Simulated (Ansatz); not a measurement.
Input:

Sn:
```cif
data_Sn
_chemical_formula_sum 'Sn1'
_space_group_name_H-M_alt 'Pm-3m'
_space_group_IT_number 221
_space_group_name_Hall '-P 4 2 3'
_cell_length_a 3.08825
_cell_length_b 3.08825
_cell_length_c 3.08825
_cell_angle_alpha 90.000
_cell_angle_beta 90.000
_cell_angle_gamma 90.000
loop_
_atom_site_label
_atom_site_type_symbol
_atom_site_symmetry_multiplicity
_atom_site_Wyckoff_symbol
_atom_site_fract_x
_atom_site_fract_y
_atom_site_fract_z
_atom_site_occupancy
Sn1 Sn 1 a 0.00000 0.00000 0.00000 1
```

This is the PBE-relaxed structure.

### Question
All from plane-wave PAW PBE (Ansatz code), unless another level is named. Estimate the density of states at the Fermi level.

### Answer
0.58 states/eV per atom (mean over ±0.08 eV).

### Question
Predict the gap with spin–orbit coupling.

### Answer
none (metallic).

A made-up cell: these elements were put on the sites of a structure type; neither database checked (COD, Materials Project) lists it. It is not the phase usual at ambient conditions (space group No. 141). The PBE relaxation kept the symmetry of its start; whether a distortion lowers the energy is not shown. Spin–orbit coupling is left out wherever it is not named.

Potentials: the later of the program's two PAW sets.
